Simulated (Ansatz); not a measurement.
Relaxed candidate structures of Cd(HO)2:

A. Cm (No. 8), mS20; a = 6.5758 Å, b = 10.2251 Å, c = 3.4280 Å, α = 90.00°, β = 119.99°, γ = 90.00°; Cd 4b (0.002, 0.153, 0.021); H 2a (0.284, 0.000, 0.805); H 2a (0.177, 0.500, 0.037); H 4b (0.484, 0.141, 0.507); O 2a (0.114, 0.000, 0.642); O 2a (0.191, 0.500, 0.768); O 4b (0.385, 0.219, 0.406)

B. P4₂22 (No. 93), tP10; a = 5.9319 Å, b = 5.9319 Å, c = 3.1292 Å, α = 90.00°, β = 90.00°, γ = 90.00°; Cd 2c (0.000, 0.500, 0.000); H 4o (0.117, 0.117, 0.750); O 4j (0.239, 0.000, 0.000)

C. P3m1 (No. 156), hP5; a = b = 3.7728 Å, c = 4.3344 Å, α = β = 90.00°, γ = 120.00°; Cd 1a (0.000, 0.000, 0.892); H 1b (0.333, 0.667, 0.347); O 1c (0.667, 0.333, 0.707); O 1b (0.333, 0.667, 0.124); H 1c (0.667, 0.333, 0.931)

### Question
Rank these by energy per atom (lowest first), as r2SCAN (plane waves to 500 eV, PAW, scalar-relativistic; Ansatz, a first-principles code) gives it.

### Answer
A (reference, the lowest of the structures calculated here), C (+0.198 eV/atom), B (+0.464 eV/atom)

### Question
Give each candidate's band gap.

### Answer
No candidate is metallic. A: 2.31 eV (no spin-orbit coupling); B: 0.70 eV (no spin-orbit coupling); C: 1.87 eV (no spin-orbit coupling).

Each run could gain symmetry but not lose that of its start, so entries can be saddle points. From databases, or of a type measured for this composition: Cm, mS20; the others are generated cells (placed on structure types, drawn at random, substituted or restacked) that were not matched to a known phase here. Static energies at zero pressure. No spin polarisation in the result. Gaps of cells over 8 atoms come from the SCF mesh and high-symmetry points alone.
